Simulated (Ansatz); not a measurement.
WS2:
```cif
data_S4W2
_chemical_formula_sum 'W2 S4'
_space_group_name_H-M_alt 'P63/mmc'
_space_group_IT_number 194
_space_group_name_Hall '-P 6c 2c'
_cell_length_a 3.15412
_cell_length_b 3.15412
_cell_length_c 12.13484
_cell_angle_alpha 90.000
_cell_angle_beta 90.000
_cell_angle_gamma 120.000
loop_
_atom_site_label
_atom_site_type_symbol
_atom_site_symmetry_multiplicity
_atom_site_Wyckoff_symbol
_atom_site_fract_x
_atom_site_fract_y
_atom_site_fract_z
_atom_site_occupancy
W1 W 2 c 0.33333 0.66667 0.25000 1
S1 S 4 f 0.66667 0.33333 0.12022 1
```

Relaxed with PBE+D3(BJ).

Task: Which orbitals make up the states near the band edges in the program Ansatz at the PBE+D3(BJ) level (PAW)?

Result: Top 1 eV of the valence band: W 5d 64 %, S 3p 30 %. Bottom 1 eV of the conduction band: W 5d 61 %, S 3p 31 %. Projections are on Löwdin-orthogonalised atomic valence shells; empty p or d shells of many metals are not among them.

Task: Tabulate the density of states.

Result: States/eV per cell of 6 atoms, in 0.25 eV bins, energy from the valence-band maximum.

```tsv
E (eV)	total	S 3p	W 5d	S 3s
-7.85	0.00	0.00	0.00	0.00
-7.60	0.17	0.10	0.04	0.01
-7.35	0.84	0.52	0.17	0.05
-7.10	2.15	1.32	0.44	0.12
-6.85	3.12	1.90	0.73	0.14
-6.60	5.55	3.31	1.60	0.16
-6.35	4.35	2.54	1.38	0.12
-6.10	4.39	2.81	1.30	0.15
-5.85	3.09	2.08	0.80	0.12
-5.60	2.92	1.92	0.59	0.20
-5.35	3.82	2.27	0.97	0.31
-5.10	5.61	3.34	1.53	0.42
-4.85	5.49	3.13	1.62	0.44
-4.60	3.31	2.13	0.89	0.16
-4.35	3.65	2.32	1.11	0.11
-4.10	7.36	4.58	2.47	0.15
-3.85	4.81	3.06	1.52	0.11
-3.60	3.05	1.80	1.11	0.05
-3.35	3.22	1.79	1.29	0.04
-3.10	5.51	3.54	1.63	0.19
-2.85	7.99	5.42	2.12	0.24
-2.60	5.24	3.85	1.10	0.15
-2.35	5.25	4.15	0.85	0.10
-2.10	3.54	2.82	0.57	0.05
-1.85	2.33	1.33	0.85	0.04
-1.60	6.19	2.16	3.66	0.11
-1.35	4.29	1.40	2.65	0.07
-1.10	2.57	0.77	1.67	0.04
-0.85	1.38	0.40	0.92	0.03
-0.60	0.47	0.16	0.28	0.02
-0.35	0.25	0.09	0.14	0.02
-0.10	0.08	0.03	0.05	0.01
0.15	0.00	0.00	0.00	0.00
0.40	0.00	0.00	0.00	0.00
0.65	0.00	0.00	0.00	0.00
0.90	0.11	0.04	0.06	0.00
1.15	1.00	0.36	0.55	0.03
1.40	2.66	0.79	1.62	0.06
1.65	3.91	1.15	2.43	0.07
1.90	6.73	2.18	4.11	0.09
2.15	9.34	3.03	5.71	0.15
2.40	6.98	2.17	4.17	0.14
2.65	6.93	1.76	4.41	0.16
2.90	4.18	1.31	2.36	0.15
3.15	4.80	1.62	2.60	0.19
3.40	3.64	1.42	1.79	0.13
3.65	3.02	1.29	1.40	0.10
3.90	3.87	1.61	1.76	0.18
4.15	2.94	1.18	1.34	0.16
4.40	2.00	0.70	0.88	0.15
4.65	1.74	0.49	0.67	0.13
4.90	1.54	0.34	0.42	0.11
5.15	1.18	0.16	0.08	0.07
5.40	1.35	0.19	0.07	0.07
5.65	1.68	0.25	0.09	0.08
```

Space group P6_3/mmc. The cell was relaxed with PBE+D3(BJ) under the symmetry of its start. No spin polarisation was allowed. Spin–orbit coupling is left out wherever it is not named.

Potentials: the earlier of the program's two PAW sets.
